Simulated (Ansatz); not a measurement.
Input for Ansatz (plane-wave DFT, PAW):

```yaml
crystal:
  lattice:
    - [1.4005444834, 0.8086047345, 5.3087316905]
    - [-1.4005444834, 0.8086047345, 5.3087316905]
    - [0.0, -1.617209469, 5.3087316905]
  atoms:
    - { symbol: Ni, position: [0.0, 0.0, 0.0] }
    - { symbol: O, position: [0.6070238751, 0.6070238751, 0.6070238751] }
    - { symbol: O, position: [0.3929761249, 0.3929761249, 0.3929761249] }
basis:
  ecutwfc: 500
kpoints:
  mp_grid: { grid: [12, 12, 12] }
hamiltonian:
  xc: r2scan
scf:
  occupations: { method: gaussian, width: 0.02 }
output:
  forces: true
  stress: true
  eigenvalues: true
relax:
  adjacent_minimum: "off"
  f_tol: 0.01
  max_steps: 30
  cell: { stress_tol: 0.1, fix: [volume] }
```

Run as
```bash
ansatz run input.yaml --threads 1 --pin off --max-ram 2560MiB --backend cpu --events-out ev --progress --plain --runs-dir out
```

Computed with DFT r2SCAN, scalar-relativistic, plane waves, PAW (Ansatz).

Part of what the program printed, abridged (final results; tables in files aren't shown):

```
SCF 5 converged in 6 iterations: F = -6979.887839 eV  dr2 = 5.27e-11
SCF converged after 6 iterations
Free energy (F): -6979.887839 eV
Harris-Foulkes:  -6979.887839 eV  (|F-HF|=8.92e-10)
Internal energy: -6979.887839 eV  (E = F + TS)
E sigma→0 (E₀):  -6979.887839 eV
Fermi energy:    5.373705 eV
--- Per-component energies (eV) ---
  E_band       = -607.131890
  E_kinetic    = 625.527343
  E_local      = -7357.971652  (includes V_loc(G=0)·N_el)
  E_nonlocal   = 723.716142
  E_hartree    = 3157.572243
  E_xc         = -224.591254
  E_vxc        = -326.852367  (∫ρ·V_xc dr)
  E_paw        = -1950.572001  (= ΣΔE_a)
  E_vpaw       = -608.880264  (= ΣTr[D̂ρ^β])
  E_aug_tail   = 0.002092  (compensation charges beyond the density's cutoff)
  E_vtau       = 22.182060  (kinetic-family band-sum trace: ∫τ·v_τ [+ j·A + Jᵃ·Aᵃ] dr)
  E_ewald      = -1953.206802
  E_core_change = -0.363950  (= ΣΔE_core)
  E_smearing   =  0.000000  (= −TS)
--- Forces (eV/Å), atoms counted from 1 ---
  atom   1  Ni     0.00000000     0.00000000     0.00000000
  atom   2  O      0.00000000     0.00000000    -0.00097246
  atom   3  O      0.00000000     0.00000000     0.00097246
--- Stress (GPa, compression-positive) ---
       -0.277086       0.000000       0.000000
        0.000000      -0.277086       0.000000
        0.000000       0.000000      -0.271325
  P = ⅓ Tr σ = -0.2752 GPa (-2.752 kbar)
--- Band table (eV; the first three rows and the last of 189) ---
  k-point 0: bands = ["-103.1988", "-62.1481", "-62.1481", "-61.8994", "-15.8828", "-13.4921", "-1.0533", "-0.8501", "-0.8501", "2.3178", "2.3178", "3.6563", "3.7708", "3.7708", "4.2554", "7.4499", "7.4499", "12.8569", "16.8712"]
  k-point 1: bands = ["-103.1985", "-62.1519", "-62.1490", "-61.8989", "-15.7885", "-13.4965", "-0.9508", "-0.9110", "-0.7851", "2.0989", "2.1567", "3.5161", "3.8005", "3.8578", "4.3507", "7.2145", "7.3996", "13.1518", "17.2119"]
  k-point 2: bands = ["-103.1975", "-62.1621", "-62.1514", "-61.8973", "-15.5200", "-13.5120", "-1.0414", "-0.6580", "-0.6056", "1.4160", "1.8321", "3.2379", "3.9494", "4.0764", "4.3559", "6.6887", "7.2976", "13.9066", "18.0247"]
  k-point 188: bands = ["-103.1988", "-62.1481", "-62.1481", "-61.8994", "-15.8674", "-13.5214", "-0.8647", "-0.8518", "-0.8518", "2.3177", "2.3177", "3.1801", "3.7790", "3.7790", "4.4109", "7.4426", "7.4426", "14.3823", "15.1799"]
--- Relaxed structure (4 steps of the walk, 4 accepted, 1 SCFs on fresh bases) ---
  F+E_penalty+E_count = -6979.88783914 eV   max|allowed force component| = 9.725e-4 eV/Å   (the final SCF, on the basis selected at the relaxed cell)
  cell:  # Å, volume = 36.0724 Å³
    - [1.38765339, 0.80116206, 5.40782443]
    - [-1.38765339, 0.80116206, 5.40782443]
    - [0.0, -1.60232412, 5.40782443]
  atoms:
    - { symbol: Ni, position: [0.0, 0.0, 0.0] }
    - { symbol: O, position: [0.60871635, 0.60871635, 0.60871635] }
    - { symbol: O, position: [0.39128364, 0.39128364, 0.39128364] }
```

The relaxation met its thresholds.

Time: 80 s on 1 thread of Intel(R) Xeon(R) Platinum 8259CL CPU @ 2.50GHz (Skylake/Cascade Lake), on a shared host, peak memory 0.61 GiB.

The cell holds layers, and r2SCAN describes their binding at middle range but leaves out its long-range dispersion part.